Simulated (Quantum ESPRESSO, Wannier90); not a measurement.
**Tight-binding from DFT: ZnHgTe₂ (P-4m2)**

```
begin unit_cell_cart
ang
    4.4730600000    0.0000000000    0.0000000000
    0.0000000000    4.4730600000    0.0000000000
    0.0000000000    0.0000000000    6.3800600000
end unit_cell_cart
begin atoms_frac
Zn   0.5000000000  0.5000000000  0.5000000000
Hg   0.0000000000  0.0000000000  0.0000000000
Te   0.0000000000  0.5000000000  0.2722800000
Te   0.5000000000  0.0000000000 -0.2722800000
end atoms_frac
```

Structure: Materials Project mp-1215403, symmetrised, not relaxed again. Not found in the COD (Crystallography Open Database) copy used; not checked further. Level: PBEsol, spinors with spin-orbit coupling; pw.x of Quantum ESPRESSO at 68 Ry with PseudoDojo potentials, 4×4×4 k-points, Wannier90. Density: 8×8×6 mesh, cold smearing 0.01 Ry. With spin-orbit coupling a semilocal functional can close or falsely invert a small gap; the band order was not checked against a better method. The gap is small at this level and was sampled on the meshes and a path alone.

A tight-binding model is made by disentanglement and projection with no localisation steps (num_iter = 0), so the 32 orbitals stay atom-like: hydrogen-like Zn: s;p; Hg: s;p; Te: s;p, axes along x, y, z; frozen window up to 1.59 eV relative to the valence-band maximum. It follows pw.x to 8.1 meV rms for states up to 1.1 eV relative to the valence-band maximum. Matrix elements depend on this choice of orbitals and windows. Bands 41–44 (Hg 5d 92 %), 45–54 (Zn 3d 94 %), 55–60 (Hg 5d 86 %, Te 5p 8 %) lie between the kept ones and are excluded.

The 30 largest hoppings ⟨m,0|H|n,R⟩ between different sites (one of each Hermitian pair; signs follow the real orbitals' lobes; the list may end inside a set of equal values):

```json
[
 {"m": "Te3 s↑", "n": "Zn1 px↑", "R": "0 0 0", "distance of the centres (Å)": "2.78", "t (eV)": "1.847", "Im t (eV)": "0.000"},
 {"m": "Te3 s↓", "n": "Zn1 px↓", "R": "0 0 0", "distance of the centres (Å)": "2.78", "t (eV)": "1.847", "Im t (eV)": "0.000"},
 {"m": "Zn1 py↑", "n": "Te4 s↑", "R": "0 0 1", "distance of the centres (Å)": "2.78", "t (eV)": "1.847", "Im t (eV)": "0.000"},
 {"m": "Zn1 py↓", "n": "Te4 s↓", "R": "0 0 1", "distance of the centres (Å)": "2.78", "t (eV)": "1.847", "Im t (eV)": "0.000"},
 {"m": "Zn1 py↑", "n": "Te4 s↑", "R": "0 1 1", "distance of the centres (Å)": "2.78", "t (eV)": "-1.847", "Im t (eV)": "0.000"},
 {"m": "Zn1 py↓", "n": "Te4 s↓", "R": "0 1 1", "distance of the centres (Å)": "2.78", "t (eV)": "-1.847", "Im t (eV)": "0.000"},
 {"m": "Zn1 px↑", "n": "Te3 s↑", "R": "1 0 0", "distance of the centres (Å)": "2.78", "t (eV)": "-1.847", "Im t (eV)": "0.000"},
 {"m": "Zn1 px↓", "n": "Te3 s↓", "R": "1 0 0", "distance of the centres (Å)": "2.78", "t (eV)": "-1.847", "Im t (eV)": "0.000"},
 {"m": "Te3 px↑", "n": "Zn1 s↑", "R": "0 0 0", "distance of the centres (Å)": "2.74", "t (eV)": "-1.694", "Im t (eV)": "0.000"},
 {"m": "Te3 px↓", "n": "Zn1 s↓", "R": "0 0 0", "distance of the centres (Å)": "2.74", "t (eV)": "-1.694", "Im t (eV)": "0.000"},
 {"m": "Zn1 s↑", "n": "Te4 py↑", "R": "0 0 1", "distance of the centres (Å)": "2.74", "t (eV)": "-1.694", "Im t (eV)": "0.000"},
 {"m": "Zn1 s↓", "n": "Te4 py↓", "R": "0 0 1", "distance of the centres (Å)": "2.74", "t (eV)": "-1.694", "Im t (eV)": "0.000"},
 {"m": "Zn1 s↑", "n": "Te4 py↑", "R": "0 1 1", "distance of the centres (Å)": "2.74", "t (eV)": "1.694", "Im t (eV)": "0.000"},
 {"m": "Zn1 s↓", "n": "Te4 py↓", "R": "0 1 1", "distance of the centres (Å)": "2.74", "t (eV)": "1.694", "Im t (eV)": "0.000"},
 {"m": "Zn1 s↑", "n": "Te3 px↑", "R": "1 0 0", "distance of the centres (Å)": "2.74", "t (eV)": "1.694", "Im t (eV)": "0.000"},
 {"m": "Zn1 s↓", "n": "Te3 px↓", "R": "1 0 0", "distance of the centres (Å)": "2.74", "t (eV)": "1.694", "Im t (eV)": "0.000"},
 {"m": "Te3 pz↑", "n": "Zn1 px↑", "R": "0 0 0", "distance of the centres (Å)": "2.79", "t (eV)": "1.678", "Im t (eV)": "0.000"},
 {"m": "Te3 pz↓", "n": "Zn1 px↓", "R": "0 0 0", "distance of the centres (Å)": "2.79", "t (eV)": "1.678", "Im t (eV)": "0.000"},
 {"m": "Zn1 py↑", "n": "Te4 pz↑", "R": "0 0 1", "distance of the centres (Å)": "2.79", "t (eV)": "-1.678", "Im t (eV)": "0.000"},
 {"m": "Zn1 py↓", "n": "Te4 pz↓", "R": "0 0 1", "distance of the centres (Å)": "2.79", "t (eV)": "-1.678", "Im t (eV)": "0.000"},
 {"m": "Zn1 py↑", "n": "Te4 pz↑", "R": "0 1 1", "distance of the centres (Å)": "2.79", "t (eV)": "1.678", "Im t (eV)": "0.000"},
 {"m": "Zn1 py↓", "n": "Te4 pz↓", "R": "0 1 1", "distance of the centres (Å)": "2.79", "t (eV)": "1.678", "Im t (eV)": "0.000"},
 {"m": "Zn1 px↑", "n": "Te3 pz↑", "R": "1 0 0", "distance of the centres (Å)": "2.79", "t (eV)": "-1.678", "Im t (eV)": "0.000"},
 {"m": "Zn1 px↓", "n": "Te3 pz↓", "R": "1 0 0", "distance of the centres (Å)": "2.79", "t (eV)": "-1.678", "Im t (eV)": "0.000"},
 {"m": "Te3 px↑", "n": "Zn1 pz↑", "R": "0 0 0", "distance of the centres (Å)": "2.74", "t (eV)": "1.660", "Im t (eV)": "0.000"},
 {"m": "Te3 px↓", "n": "Zn1 pz↓", "R": "0 0 0", "distance of the centres (Å)": "2.74", "t (eV)": "1.660", "Im t (eV)": "0.000"},
 {"m": "Zn1 pz↑", "n": "Te4 py↑", "R": "0 0 1", "distance of the centres (Å)": "2.74", "t (eV)": "-1.660", "Im t (eV)": "0.000"},
 {"m": "Zn1 pz↓", "n": "Te4 py↓", "R": "0 0 1", "distance of the centres (Å)": "2.74", "t (eV)": "-1.660", "Im t (eV)": "0.000"},
 {"m": "Zn1 pz↑", "n": "Te4 py↑", "R": "0 1 1", "distance of the centres (Å)": "2.74", "t (eV)": "1.660", "Im t (eV)": "0.000"},
 {"m": "Zn1 pz↓", "n": "Te4 py↓", "R": "0 1 1", "distance of the centres (Å)": "2.74", "t (eV)": "1.660", "Im t (eV)": "0.000"}
]
```
